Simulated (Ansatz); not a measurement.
This cell of SiC (wurtzite) is off equilibrium:

```yaml
crystal:
  lattice:
    - [3.07590, 0.00000, 0.00000]
    - [-1.53795, 2.66381, 0.00000]
    - [0.00000, 0.00000, 5.04769]
  atoms:
    - { symbol: Si, position: [0.66667, 0.33333, 0.00051] }
    - { symbol: Si, position: [0.43412, 0.66667, 0.50051] }
    - { symbol: C, position: [0.66667, 0.33333, 0.62469] }
    - { symbol: C, position: [0.33333, 0.66667, 0.12469] }
```

Calculation: PBEsol (plane waves to 420 eV, PAW, scalar-relativistic; Ansatz, a first-principles code). k mesh 10×10×5 (Γ-centred), Fermi-Dirac smearing 0.05 eV. Energies are smeared free energies. Stress and pressure are positive under compression. SiC was relaxed with its symmetry unable to fall.

Problem. Predict the force on every atom, in eV/Å.

Solution. 
| atom | Fx | Fy | Fz |
|---|---|---|---|
| Si1 | 0.174 | -0.035 | -0.122 |
| Si2 | -6.630 | 2.808 | -1.836 |
| C3 | 5.808 | -2.778 | 1.750 |
| C4 | 0.648 | 0.005 | 0.208 |

Problem. Give the stress tensor in GPa and the pressure.

Solution. 
```
   11.1    -11.8      8.3
  -11.8      5.7     -6.0
    8.3     -6.0      2.3
```
The pressure, a third of the trace, is 6.4 GPa.

Problem. In it atom 2 sits (0.310, 0.000, 0.000) Å away from its relaxed site. What is its energy relative to the relaxed cell?

Solution. 993 meV/cell.

(A displaced cell: forces are minus the slopes of the energy, force constants its curvatures, and phonons follow from these.)
